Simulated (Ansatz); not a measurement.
Task: Name crystals whose computed values (plane-wave PAW r²SCAN (Ansatz code)) fall in these windows: B₀ by P(V) fit (GPa) 15 to 21; gap (eV) 1.6 to 2.0.

Result: 

```
crystal                                                      B₀ by P(V) fit (GPa)  gap (eV)
-----------------------------------------------------------  --------------------  --------
K3BAs2, C2/c (K on 8f, K on 4e, B on 4e, As on 8f)                           18.0      1.84
Rb2TlSbCl6, Fm-3m (Rb on 8c, Tl on 4b, Sb on 4a, Cl on 24e)                  18.7      1.68
TlSbS2, P-1 (Pearson symbol aP16)                                            19.2      1.71
```
Others may fit too.

Standing as an ambient phase not checked: K3BAs2, C2/c (K on 8f, K on 4e, B on 4e, As on 8f); Rb2TlSbCl6, Fm-3m (Rb on 8c, Tl on 4b, Sb on 4a, Cl on 24e); TlSbS2, P-1 (Pearson symbol aP16). All cells were relaxed under the symmetry of their starts (and spin orders); stability against distortions was not tested throughout. Spin–orbit coupling is left out wherever it is not named.

Potentials: the later of the program's two PAW sets.
